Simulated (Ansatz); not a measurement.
KAlH4 in space group I4_1/a (No. 88; K on 4b, H on 16f, Al on 4a), LDA in the plane-wave PAW code Ansatz. The conduction-band minimum lies on the Γ–M line, 23 % of the way from Γ, with 2 equivalent valleys. Second derivatives d²E/dk² of the lowest band at one valley (eV·Å²), along Cartesian directions:

```json
[
 {"direction": "[100]", "d²E/dk²": "14.19"},
 {"direction": "[010]", "d²E/dk²": "14.19"},
 {"direction": "[001]", "d²E/dk²": "3.564"},
 {"direction": "[110]", "d²E/dk²": "14.20"},
 {"direction": "[101]", "d²E/dk²": "8.880"},
 {"direction": "[011]", "d²E/dk²": "8.880"}
]
```

Question: Find the principal effective masses, the density-of-states mass and the conductivity mass.

Answer: Off-diagonal terms follow from H_xy = H[110] − (H_xx + H_yy)/2, and m*/mₑ = 7.620 eV·Å² over each eigenvalue: 0.54, 0.54, 2.1. One valley's DOS mass (m₁m₂m₃)^(1/3) = 0.85, conductivity mass 3/(Σ 1/mᵢ) = 0.72 mₑ.

Question: What effective density of states Nc follows at 300 K for parabolic valleys?

Answer: Nc = 2.509e19 × 2 × (0.85)^(3/2) ≈ 3.9e19 cm⁻³.

Question: With the computed static dielectric constant 7.93 (mean of the diagonal), estimate a hydrogenic donor's binding energy and radius.

Answer: E = 13.606 eV × 0.72/7.93² ≈ 160 meV; a = 0.529 Å × ε/m* ≈ 5.8 Å. Semilocal masses tend to be too small where the gap is.

The workflow started from an entry of the Crystallography Open Database (COD), which files this formula under 2 space groups. Its standing as an ambient phase is unchecked. The LDA relaxation kept the symmetry of its start; phonons on a q-mesh show no instability.

Potentials: the later of the program's two PAW sets.
